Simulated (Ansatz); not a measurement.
Given:

SrAs$_{4}$Rh$_{6}$:
```yaml
crystal:
  lattice:
    - [7.24147, 0.00000, 0.00000]
    - [-3.62073, 6.27130, 0.00000]
    - [0.00000, 0.00000, 3.83614]
  atoms:
    - { symbol: Sr, position: [0.00000, 0.00000, 0.00000] }
    - { symbol: As, position: [0.80930, 0.19070, 0.50000] }
    - { symbol: As, position: [0.38139, 0.19070, 0.50000] }
    - { symbol: As, position: [0.80930, 0.61861, 0.50000] }
    - { symbol: Rh, position: [0.53478, 0.46522, 0.00000] }
    - { symbol: Rh, position: [0.93043, 0.46522, 0.00000] }
    - { symbol: Rh, position: [0.53478, 0.06957, 0.00000] }
    - { symbol: As, position: [0.33333, 0.66667, 0.00000] }
    - { symbol: Rh, position: [0.20219, 0.79781, 0.50000] }
    - { symbol: Rh, position: [0.59563, 0.79781, 0.50000] }
    - { symbol: Rh, position: [0.20219, 0.40437, 0.50000] }
```

This is the r²SCAN-relaxed structure.

**Question.** All from r²SCAN in the plane-wave PAW code Ansatz, unless another level is named. Give the electronic character.

**Answer.** metallic (no gap).

**Question.** Predict the density of states at the Fermi level.

**Answer.** 0.49 states/eV per atom (mean over ±0.08 eV).

Space group P-6m2. The workflow started from an entry of the Crystallography Open Database (COD). Whether it is the stable phase at ambient conditions was not checked. The r²SCAN relaxation kept the symmetry of its start; whether a distortion lowers the energy is not shown. The run is not spin-polarised. Spin–orbit coupling is left out wherever it is not named.

Potentials: the later of the program's two PAW sets.
